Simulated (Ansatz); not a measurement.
RbTi, one cell by several methods

```
Rb Ti
1.0
     4.00638    0.00000    0.00000
     0.00000    4.00638    0.00000
     0.00000    0.00000    4.00638
Rb Ti
1 1
Direct
  0.00000 0.00000 0.00000
  0.50000 0.50000 0.50000
```

Atoms are numbered in the order listed.

The structure comes from a relaxation in the same program, started in the CsCl type, and has space group Pm-3m. Whether it is a known phase or the ground state wasn't checked.

Spin polarisation is left out, and whether a magnetic state lies lower isn't shown here.

Levels of theory: DFT, PBEsol, PAW with Ansatz's default frozen-core files, scalar-relativistic (Ansatz 0.2.0); DFT, PBEsol, all-electron PAW with datasets made for the crystal, scalar-relativistic (Ansatz 0.2.0); DFT, PBEsol, all-electron LAPW, scalar-relativistic (Ansatz 0.2.0).

For PAW: a Γ-centred 10×10×10 k mesh, Fermi–Dirac smearing of 0.03 eV, cutoff 420 eV, no spin polarisation; the PAW files were made with PBE, and the program remakes their frozen cores for this functional. The crystal-made all-electron datasets (AE datasets) take a cutoff of 220 eV at this cell. LAPW targets a basis error of 0.5 meV/atom. The Ansatz runs share mesh, smearing and spin set-up. Plane-wave (PAW) pressures include the program's estimate of the Pulay term.

Stress and pressure are positive in compression.

Levels count from the Fermi level.

```json
{"quantity": "pressure (GPa)", "PAW": "0.04", "AE datasets": "0.04", "LAPW": "0.04"}
{"quantity": "highest filled level at R (eV)", "PAW": "-11.630", "AE datasets": "-11.630", "LAPW": "-11.630"}
{"quantity": "lowest empty level at R (eV)", "PAW": "0.170", "AE datasets": "0.170", "LAPW": "0.170"}
{"quantity": "highest filled level at X (eV)", "PAW": "-0.312", "AE datasets": "-0.312", "LAPW": "-0.312"}
{"quantity": "lowest empty level at X (eV)", "PAW": "0.487", "AE datasets": "0.487", "LAPW": "0.487"}
```

PAW's pressure differs from the LAPW value by about 0.01 GPa or less.
